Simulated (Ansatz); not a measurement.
A geometry of Na₂S away from equilibrium: the start of the relaxation of a relaxed Na2S cell, doubled along one cell vector, shaken by Gaussian noise of σ = 0.08 Å a coordinate. Level of theory: r2SCAN (plane waves to 500 eV, PAW, scalar-relativistic; Ansatz, a program for electronic structure). Γ-centred k-mesh 6×3×6 on the run's cell (coarser than for final values), Fermi–Dirac smearing 0.05 eV.

```xyz
6
Lattice="0.0000 3.2556 3.2556 6.5113 0.0000 6.5113 3.2556 3.2556 0.0000" Properties=species:S:1:pos:R:3:forces:R:3 pbc="T T T" free_energy=-7773.634 pressure_GPa=0.2
Na     1.7691     1.6608     1.5984   -0.3391   -0.0426   -0.0131
Na     4.8870     1.5549     4.9718   -0.0572    0.1770   -0.2727
Na     4.9061     4.8571     4.8691   -0.0703    0.0342    0.0292
Na     8.2149     4.9320     8.0575   -0.0865   -0.1147    0.1712
S      0.0430    -0.0342     0.0094    0.0766    0.2951   -0.2778
S      3.1697     0.0306     3.1992    0.4762   -0.3490    0.3632
```

Positions in Å, forces in eV/Å, free energy of the cell in eV (comparable only within this code, potentials and settings). Largest force: 0.69 eV/Å, on S6 (atoms numbered as listed); the geometry lies 0.02 eV/atom above the end of its relaxation.

No spin polarisation in the result.
